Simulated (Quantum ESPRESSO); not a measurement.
Mo3Al4Nb, one composition in several site orders

Computed values, not a measurement. The program is pw.x of Quantum ESPRESSO 7.5 (plane-wave density functional theory). The cell is made up: eight metal atoms on a hexagonal close-packed lattice, with elements, volume, strain and displacements drawn at random and not relaxed, so it may be unstable or far from any real phase. PseudoDojo standard norm-conserving files set the functional (PBE unless stated); there is no spin polarisation or spin-orbit coupling, the Fermi-Dirac width of 0.25 eV means electrons at about 2900 K, and the masses in the input are unused placeholders. A spin test at this wide smearing found no moment, but such smearing suppresses magnetism that the real alloy may have.

The runs put one composition on the sites in different orders. Cell, positions, cutoff, mesh and smearing stay as in the input of run 1; sites are counted in its order. Stress in the tables is positive in tension.

Input of run 1:

```
&control calculation='scf', pseudo_dir='./dojo.nc.sr.pbe.v0_5.standard.upf', outdir='./o', disk_io='minimal', tprnfor=.true., tstress=.true. /
&system ibrav=0, nat=8, ntyp=3, nbnd=47, ecutwfc=82.02448710, nosym=.true., tot_charge=0,
 occupations='smearing', smearing='fd', degauss=0.0183746611
/
&electrons conv_thr=1.470e-08, electron_maxstep=70, mixing_beta=0.5 /
ATOMIC_SPECIES
Al 1.0 Al.upf
Mo 1.0 Mo.upf
Nb 1.0 Nb.upf
CELL_PARAMETERS angstrom
-2.8936 0.0 0.0
0.0 0.0 -4.7279
0.0 -10.0237 0.0
ATOMIC_POSITIONS angstrom
Mo 0.0938 0.0394 0.1432
Al -0.0487 -4.9619 0.0141
Al 0.0573 -3.4209 -2.3409
Mo -0.0051 -8.4647 -2.4105
Al -1.5716 -2.5254 -0.0543
Nb -1.4768 -7.5805 0.076
Mo -1.441 -0.7852 -2.3293
Al -1.443 -5.7585 -2.2521
K_POINTS automatic
8 5 3 1 1 1
```

| run | elements on sites 1 to 8 | free energy less that of run 1 (eV) | -TS (eV) | pressure (GPa) | stress xx (GPa) | stress yy (GPa) | stress zz (GPa) | stress yz (GPa) | stress xz (GPa) | stress xy (GPa) | iterations |
| --- | --- | --- | --- | --- | --- | --- | --- | --- | --- | --- | --- |
| 1 | Mo Al Al Mo Al Nb Mo Al | 0.000 | -1.494 | -3.82 | 1.33 | 6.82 | 3.33 | 1.56 | 0.00 | 0.83 | 17 |
| 2 | Al Al Mo Mo Al Nb Mo Al | -0.746 | -1.484 | -6.84 | 5.11 | 5.96 | 9.45 | 0.01 | -0.28 | -0.50 | 16 |
| 3 | Mo Al Mo Nb Mo Al Al Al | -1.190 | -1.240 | -7.09 | 8.64 | 7.14 | 5.48 | 0.56 | 0.38 | 0.45 | 17 |
| 4 | Al Nb Mo Al Al Al Mo Mo | -0.592 | -1.382 | -6.30 | 6.81 | 6.19 | 5.91 | 0.13 | -0.07 | -1.22 | 17 |
| 5 | Al Al Al Mo Mo Mo Nb Al | -0.917 | -1.303 | -7.52 | 7.63 | 9.25 | 5.67 | -0.08 | -0.28 | -0.78 | 16 |
| 6 | Mo Nb Al Al Al Mo Al Mo | -0.424 | -1.511 | -6.20 | 7.49 | 5.86 | 5.24 | -0.13 | -0.07 | 0.75 | 17 |

Forces Fx Fy Fz (eV/Å):

```
site              run 1              run 2              run 3              run 4              run 5              run 6
   1   0.09 -0.47 -0.59  -0.36 -0.91 -1.00   0.10 -0.88 -1.20  -0.23 -0.72 -0.88  -0.38 -0.42 -1.26  -0.14 -0.54 -0.87
   2    0.03 -0.55 0.28    0.06 -0.44 0.29    -0.03 0.28 0.34   -0.29 -0.39 0.51    0.00 -0.66 0.34   -0.17 -0.44 0.47
   3   -0.21 1.26 -0.22   -0.33 0.74 -0.30    0.14 0.00 -0.30    0.02 0.84 -0.42   -0.29 0.86 -0.33   -0.18 0.52 -0.26
   4    -0.02 0.17 0.76     0.01 0.81 1.12    -0.28 1.33 1.16     0.00 0.86 0.69     0.06 1.06 1.04    -0.01 1.40 0.99
   5     0.32 0.75 0.34     0.33 0.26 0.42    -0.19 0.74 0.59     0.39 0.66 0.39     0.19 0.44 0.50     0.39 0.76 0.24
   6   -0.11 1.00 -0.65    0.16 0.44 -0.54    0.20 0.46 -0.67    0.07 0.76 -0.25    0.13 1.19 -0.45   -0.06 0.64 -0.47
   7   -0.10 -1.06 0.42    0.11 -0.48 0.28    0.08 -1.45 0.35    0.08 -0.62 0.36    0.32 -1.04 0.51    0.07 -0.49 0.31
   8  -0.01 -1.09 -0.34   0.02 -0.42 -0.27  -0.01 -0.47 -0.26  -0.04 -1.39 -0.39  -0.04 -1.42 -0.34   0.10 -1.85 -0.41
```

The sites are displaced and not relaxed, so the energy differences mix bonding between neighbours with strain and are not ordering energies. A rerun of one cell of this series at a higher cutoff and on a denser mesh moved values by no more than 0.005 eV in energy, 0.15 GPa in stress and 0.012 eV/Å in force, and a second program with other atomic files agreed on that cell to 2 % rms in force and 0.5 GPa in pressure.